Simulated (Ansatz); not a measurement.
Total density of states per atom from plane-wave PAW r²SCAN (Ansatz code), in 0.25 eV bins, energy from the Fermi level:

| E (eV) | states/eV/atom |
|---|---|
| -7.85 | 0.13 |
| -7.60 | 0.15 |
| -7.35 | 0.15 |
| -7.10 | 0.16 |
| -6.85 | 0.22 |
| -6.60 | 0.34 |
| -6.35 | 0.31 |
| -6.10 | 0.52 |
| -5.85 | 0.98 |
| -5.60 | 0.91 |
| -5.35 | 0.87 |
| -5.10 | 0.71 |
| -4.85 | 1.63 |
| -4.60 | 1.59 |
| -4.35 | 1.64 |
| -4.10 | 1.84 |
| -3.85 | 1.25 |
| -3.60 | 0.95 |
| -3.35 | 1.71 |
| -3.10 | 1.84 |
| -2.85 | 2.87 |
| -2.60 | 2.59 |
| -2.35 | 3.36 |
| -2.10 | 2.47 |
| -1.85 | 1.08 |
| -1.60 | 0.47 |
| -1.35 | 0.61 |
| -1.10 | 0.58 |
| -0.85 | 0.73 |
| -0.60 | 1.42 |
| -0.35 | 0.75 |
| -0.10 | 0.72 |
| 0.15 | 0.78 |
| 0.40 | 1.59 |
| 0.65 | 1.62 |
| 0.90 | 1.91 |
| 1.15 | 1.27 |
| 1.40 | 0.52 |
| 1.65 | 0.44 |
| 1.90 | 0.41 |
| 2.15 | 0.38 |
| 2.40 | 0.40 |
| 2.65 | 0.34 |
| 2.90 | 0.23 |
| 3.15 | 0.18 |
| 3.40 | 0.23 |
| 3.65 | 0.21 |
| 3.90 | 0.19 |
| 4.15 | 0.13 |
| 4.40 | 0.11 |
| 4.65 | 0.12 |

Task: Pick the material that matches.
A. Co, Fd-3m (Co on 8a, Co on 16d)
B. NaTl, Fd-3m (Na on 8b, Tl on 8a)
C. CuO, Cccm (Cu on 4e, O on 4b)
D. GdTe2, P4/nmm (Gd on 2c, Te on 2a, Te on 2c)

Result: A, Co, Fd-3m (Co on 8a, Co on 16d). Within 0.5 eV of the Fermi level: Co 3d 90 %, Co 4s 7 %. Projections are on Löwdin-orthogonalised atomic valence shells; empty p or d shells of many metals are not among them.

The workflow started from a Materials Project entry (that database holds measured and hypothetical structures alike); the Crystallography Open Database copy checked does not list it. It is not the phase usual at ambient conditions (space group No. 194). Symmetry was held in the r²SCAN relaxation; its stability against distortions is not shown here. Magnetic state: ferromagnetic, chosen from 4 collinear starts compared on coarse meshes (ties went to the first, and starts can fall back to one state), not a proven ground state. Other orbital occupations within this spin state were not tried.

Potentials: the later of the program's two PAW sets.
